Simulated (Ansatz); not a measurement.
Si3Mo5:
Space group P6₃/mcm (No. 193); a = b = 7.2682 Å, c = 5.0348 Å, α = β = 90.00°, γ = 120.00°

```json
[
 {"atom": "Si", "site": "6g", "symmetry": "m2m", "x": "0.6058", "y": "0.6058", "z": "0.2500"},
 {"atom": "Mo", "site": "4d", "symmetry": "3.2", "x": "0.3333", "y": "0.6667", "z": "0.0000"},
 {"atom": "Mo", "site": "6g", "symmetry": "m2m", "x": "0.2406", "y": "0.2406", "z": "0.2500"}
]
```

Relaxed with r²SCAN.

Problem. Which orbitals make up the states near the Fermi level in r²SCAN in the plane-wave PAW code Ansatz?

Solution. Within 0.5 eV of the Fermi level: Mo 4d 90 %. Projections are on Löwdin-orthogonalised atomic valence shells; empty p or d shells of many metals are not among them.

Problem. Tabulate the density of states.

Solution. States/eV per cell of 16 atoms, in 0.25 eV bins, energy from the Fermi level.

```csv
E (eV),total,Mo 4d,Si 3p,Mo 5s
-7.85,0.13,0.05,0.00,0.00
-7.60,0.00,0.00,0.00,0.00
-7.35,0.00,0.00,0.00,0.00
-7.10,0.00,0.00,0.00,0.00
-6.85,0.08,0.02,0.04,0.02
-6.60,2.18,0.77,0.87,0.38
-6.35,6.43,2.30,2.82,0.96
-6.10,11.53,4.75,4.96,1.24
-5.85,10.58,4.77,4.26,0.93
-5.60,3.89,2.13,1.36,0.22
-5.35,7.38,4.36,2.37,0.34
-5.10,8.12,4.78,2.53,0.39
-4.85,8.70,4.89,3.12,0.33
-4.60,7.95,4.66,2.63,0.34
-4.35,8.05,4.70,2.67,0.33
-4.10,17.31,10.35,5.60,0.64
-3.85,11.67,7.62,3.18,0.39
-3.60,13.95,10.04,3.19,0.24
-3.35,15.82,11.61,3.38,0.29
-3.10,20.24,15.14,3.71,0.66
-2.85,18.72,13.97,3.22,0.63
-2.60,14.85,10.94,2.54,0.64
-2.35,11.59,8.03,2.33,0.58
-2.10,9.16,6.74,1.79,0.19
-1.85,7.54,6.36,0.78,0.08
-1.60,7.84,6.89,0.43,0.13
-1.35,10.78,9.51,0.43,0.24
-1.10,13.37,11.87,0.64,0.29
-0.85,9.22,8.04,0.55,0.20
-0.60,11.40,9.88,0.76,0.19
-0.35,9.92,8.79,0.55,0.14
-0.10,10.85,9.83,0.39,0.13
0.15,16.61,15.27,0.40,0.20
0.40,10.10,9.16,0.31,0.13
0.65,10.69,9.68,0.41,0.10
0.90,11.52,10.24,0.58,0.10
1.15,8.80,8.08,0.39,0.05
1.40,6.08,5.59,0.27,0.05
1.65,7.32,6.65,0.38,0.07
1.90,8.66,7.71,0.53,0.13
2.15,18.43,16.35,1.31,0.21
2.40,19.71,17.16,1.50,0.32
2.65,10.41,8.68,1.06,0.28
2.90,8.79,7.02,1.11,0.21
3.15,8.91,6.13,1.74,0.18
3.40,6.77,3.87,1.68,0.17
3.65,7.19,3.92,2.16,0.20
3.90,7.96,3.83,2.70,0.21
4.15,6.51,2.75,2.29,0.22
4.40,5.68,2.16,1.82,0.32
4.65,8.85,3.25,2.55,0.69
```

Space group P6_3/mcm. The first step of the workflow began from a Materials Project structure, measured or hypothetical; the Crystallography Open Database copy checked does not list it. COD files the formula under space group No. 140. Whether it is the stable phase at ambient conditions was not checked. Symmetry was held in the r²SCAN relaxation; its stability against distortions is not shown here. The run is not spin-polarised. Scalar-relativistic: spin–orbit coupling is off unless named, which matters more the heavier the elements.

Potentials: the later of the program's two PAW sets.
